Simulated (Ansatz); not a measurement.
W:
```yaml
crystal:
  lattice:
    - [-1.58146, 1.58146, 1.58146]
    - [1.58146, -1.58146, 1.58146]
    - [1.58146, 1.58146, -1.58146]
  atoms:
    - { symbol: W, position: [0.00000, 0.00000, 0.00000] }
```

Relaxed with r²SCAN+D4. Special points in fractions of this cell's reciprocal vectors: Γ (0.000, 0.000, 0.000); H (0.500, -0.500, 0.500); N (0.000, 0.000, 0.500); P (0.250, 0.250, 0.250).

Problem. List the band energies nearest the Fermi level at these points for the program Ansatz at the r²SCAN+D4 level (PAW).

Solution. In eV from the Fermi level; about four levels below and three above (degenerate sets whole), none deeper than 8.9 eV; … stands for higher levels left out; points with the same levels are listed once.

```csv
k,below,above
Γ,-1.29 -1.29 -1.29,2.56 2.56 …
H,-6.03 -6.03,5.35 5.35 5.35
N,-6.56 -3.75,0.56 2.41 3.47
P,-3.17 -3.17 -3.17,3.65 3.65 7.24
```

Space group Im-3m (bcc (W type)). The cell was relaxed with r²SCAN+D4 under the symmetry of its start. No spin polarisation was allowed. The pairwise dispersion correction was not fitted to metals. Scalar-relativistic: spin–orbit coupling is off unless named, which matters more the heavier the elements.

Potentials: the earlier of the program's two PAW sets.
